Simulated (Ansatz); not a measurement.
CdTe:
```
CELL_PARAMETERS angstrom
      4.63961     0.00000     0.00000
     -2.31981     4.01802     0.00000
      0.00000     0.00000     7.59495
ATOMIC_POSITIONS crystal
  Cd 0.66667 0.33333 0.99995
  Cd 0.33333 0.66667 0.49995
  Te 0.66667 0.33333 0.62525
  Te 0.33333 0.66667 0.12525
```

Relaxed with HSE06. Special points in fractions of this cell's reciprocal vectors: Γ (0.000, 0.000, 0.000); M (0.500, 0.000, 0.000); K (0.333, 0.333, 0.000); A (0.000, 0.000, 0.500); L (0.500, 0.000, 0.500); H (0.333, 0.333, 0.500).

### Question
List the band energies nearest the valence-band maximum at these points for the program Ansatz at the HSE06 level (PAW).

### Answer
In eV from the valence-band maximum; about four levels below and three above (degenerate sets whole), none deeper than 8.9 eV; points with the same levels are listed once.

| k | below | above |
|---|---|---|
| Γ | -0.80 -0.80 -0.06 0.00 0.00 | 1.54 2.41 5.41 5.41 |
| M | -2.72 -1.87 -1.40 -0.79 | 3.22 3.48 4.85 |
| K | -3.04 -1.95 -1.95 -1.77 | 4.12 5.02 5.02 |
| A | -0.43 -0.43 -0.43 -0.43 | 2.81 2.81 5.86 5.86 5.86 5.86 |
| L | -1.42 -1.42 -1.38 -1.38 | 3.04 3.04 4.62 4.62 |
| H | -2.49 -2.49 -1.16 -1.16 | 3.72 3.72 5.83 5.83 |

Space group P6_3mc (wurtzite). A made-up cell: these elements were put on the sites of a structure type; the Crystallography Open Database copy checked does not list it. It is not the phase usual at ambient conditions (space group No. 216). Symmetry was held in the HSE06 relaxation; whether a distortion lowers the energy is not shown. The hybrid was solved on a coarse mesh, the path and, where they were found, the r²SCAN edge points; its band edges are the extreme levels among these. Spin–orbit coupling is left out wherever it is not named.

Potentials: the later of the program's two PAW sets.
